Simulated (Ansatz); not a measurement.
GaN:
```xyz
4
Lattice="3.1749 0.0000 0.0000 -1.5874 2.7495 0.0000 0.0000 0.0000 7.5234" Properties=species:S:1:pos:R:3 pbc="T T T"
Ga     1.5874     0.9165     1.8808
Ga     0.0000     1.8330     5.6425
N      0.0000     0.0000     5.6425
N      0.0000     0.0000     1.8808
```

Relaxed with r²SCAN+D4. Independent-particle spectrum: no excitons, no local fields, no scissors shift; 0.1 eV broadening; ε₁ of the summed bands alone.

Task: Tabulate the dielectric function from the program Ansatz at the r²SCAN+D4 level (PAW).

Result: 

```
E (eV)  ε₁ xx  ε₂ xx  ε₁ zz  ε₂ zz
------  -----  -----  -----  -----
0.0      4.98   0.00   3.23   0.00
0.3      4.99   0.00   3.23   0.00
0.6      5.03   0.00   3.25   0.00
0.9      5.10   0.00   3.27   0.00
1.2      5.21   0.00   3.30   0.00
1.5      5.37   0.00   3.34   0.00
1.8      5.65   0.00   3.40   0.00
2.1      6.32   0.29   3.47   0.00
2.4      6.17   1.04   3.57   0.00
2.7      5.99   1.28   3.69   0.01
3.0      5.92   1.40   3.86   0.02
3.3      5.95   1.48   4.09   0.03
3.6      6.10   1.56   4.57   0.14
3.9      6.42   1.69   4.84   0.61
4.2      6.93   1.95   5.08   1.02
4.5      7.70   2.39   5.35   1.59
4.8      9.53   5.13   5.61   2.47
5.1      7.49   7.78   5.59   4.08
5.4      3.79   9.32   3.20   5.21
5.7      1.73   7.49   2.00   4.85
6.0      0.39   5.94   0.31   4.64
6.3      0.60   3.94  -0.55   1.88
6.6      1.39   3.54   0.63   1.11
6.9      1.51   3.38   1.05   0.92
7.2      1.92   3.08   1.34   0.71
7.5      2.34   3.63   1.66   0.49
7.8      2.07   3.14   2.05   0.38
8.1      3.43   3.60   2.43   0.37
8.4      2.54   6.34   2.86   0.46
8.7     -0.24   5.89   3.25   0.67
9.0     -0.63   4.10   3.65   0.95
9.3     -0.49   3.32   4.13   1.40
9.6     -0.32   2.74   4.76   2.19
9.9      0.01   2.23   4.86   5.22
10.2     0.58   1.97   1.42   4.75
10.5     1.37   1.92   1.11   3.52
10.8     1.85   3.07   1.07   2.96
11.1     0.96   3.60   1.10   2.81
11.4     0.73   3.55   1.11   2.33
11.7     0.15   3.96   2.88   3.06
12.0    -0.50   3.76   0.74   4.32
```

Task: From ε at 3.5 eV (xx: 6.03 + 1.53i), find n, k, the normal reflectivity and the absorption coefficient.

Result: n = 2.47, k = 0.309, R = 19 %, α = 2kE/ħc = 110000 cm⁻¹.

With all bands, ε∞ without local fields is 5.09 (xx = yy), 3.36 (zz). DFPT, with local fields, gives 5.17 (xx = yy), 3.01 (zz).

Space group P6_3/mmc. The workflow started from a Materials Project entry (that database holds measured and hypothetical structures alike); the Crystallography Open Database copy checked does not list it. It is not the phase usual at ambient conditions (space group No. 186, 216). Symmetry was held in the r²SCAN+D4 relaxation; of distortions, only those at the zone centre were tested, and some modes there are weakly imaginary. Spin–orbit coupling is left out wherever it is not named.

Potentials: the later of the program's two PAW sets.
